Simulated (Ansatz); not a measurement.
Here is the system:

TaAsO5:
```cif
data_As4O20Ta4
_chemical_formula_sum 'Ta4 As4 O20'
_space_group_name_H-M_alt 'Pnma'
_space_group_IT_number 62
_space_group_name_Hall '-P 2ac 2n'
_cell_length_a 11.66137
_cell_length_b 5.50717
_cell_length_c 6.87282
_cell_angle_alpha 90.000
_cell_angle_beta 90.000
_cell_angle_gamma 90.000
loop_
_atom_site_label
_atom_site_type_symbol
_atom_site_symmetry_multiplicity
_atom_site_Wyckoff_symbol
_atom_site_fract_x
_atom_site_fract_y
_atom_site_fract_z
_atom_site_occupancy
Ta1 Ta 4 c 0.05896 0.25000 0.16098 1
As1 As 4 c 0.15396 0.75000 0.47245 1
O1 O 4 c 0.20491 0.25000 0.01791 1
O2 O 8 d 0.12268 0.00089 0.34854 1
O3 O 4 c 0.41393 0.25000 0.18703 1
O4 O 4 a 0.00000 0.00000 0.00000 1
```

This is the r²SCAN-relaxed structure.

Task: All from plane-wave PAW r²SCAN (Ansatz code), unless another level is named. Estimate the band gap.

Result: 3.69 eV (direct).

Task: What about the valence-band maximum?

Result: at Γ.

The first step of the workflow began from a Materials Project structure, measured or hypothetical; the Crystallography Open Database copy checked does not list it. Whether it is the stable phase at ambient conditions was not checked. Symmetry was held in the r²SCAN relaxation; its stability against distortions is not shown here. The run is not spin-polarised. Spin–orbit coupling is left out wherever it is not named.

Potentials: the later of the program's two PAW sets.
